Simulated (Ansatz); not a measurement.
Data:

GeS:
```
GeS
1.0
   10.79076     0.00000     0.00000
    0.00000     3.66659     0.00000
    0.00000     0.00000     4.45780
Ge S
4 4
Direct
  0.87393   0.25000   0.36518
  0.12607   0.75000   0.63482
  0.62607   0.75000   0.86518
  0.37393   0.25000   0.13482
  0.65301   0.25000   0.50317
  0.34699   0.75000   0.49683
  0.84699   0.75000   0.00317
  0.15301   0.25000   0.99683
```

This is the PBE-relaxed structure.

Question: All from plane-wave PAW PBE (Ansatz code), unless another level is named. Estimate the formation energy from the elements (no fitted shifts).

Answer: -0.27 eV/atom.

Question: Predict the band gap.

Answer: 1.24 eV (direct).

Question: Next, the valence-band maximum?

Answer: at Γ.

Space group Pnma. Symmetry was held in the PBE relaxation. A crystal of weakly bound layers computed without a dispersion correction: the cell and the soft elastic constants depend strongly on that. The references are the lowest solids computed at this level, not always the standard phases. Scalar-relativistic: spin–orbit coupling is off unless named, which matters more the heavier the elements.

Potentials: the earlier of the program's two PAW sets.
